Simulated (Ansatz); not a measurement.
## Tetragonal deformation path in TiAl

These are results of Ansatz, DFT r2SCAN, scalar-relativistic, plane waves, PAW, not measurements. The runs took a 500 eV cutoff, a Γ-centred 24×24×16 mesh and Gaussian smearing (0.15 eV). No spin polarisation. Energies are free energies at this smearing, counted from the undisturbed cell; pressure is positive in compression.

The undisturbed cell (relaxed at this level; it needn't be the usual structure):

```xyz
2
Lattice="2.8106 0.0000 0.0000 0.0000 2.8106 0.0000 0.0000 0.0000 4.0650" Properties=species:S:1:pos:R:3 pbc="T T T"
Ti    0.0000    0.0000    0.0000
Al    1.4053    1.4053    2.0325
```

At fixed volume and fractional coordinates, lengths along (0.000, 0.000, 1.000) are scaled against those across it; ρ is that ratio over its starting value. The cell is metallic on the mesh throughout.

(ρ, ΔE (meV/atom)): (0.800, 95.6), (0.850, 58.4), (0.920, 18.3), (0.960, 5.0), (1.000, 0.0), (1.050, 8.8), (1.100, 33.1), (1.200, 121.6)

Cost: 8 runs of about 10 core-minutes in all, on Intel Xeon Processor @ 2.50GHz (Skylake/Cascade Lake) (shared hosts).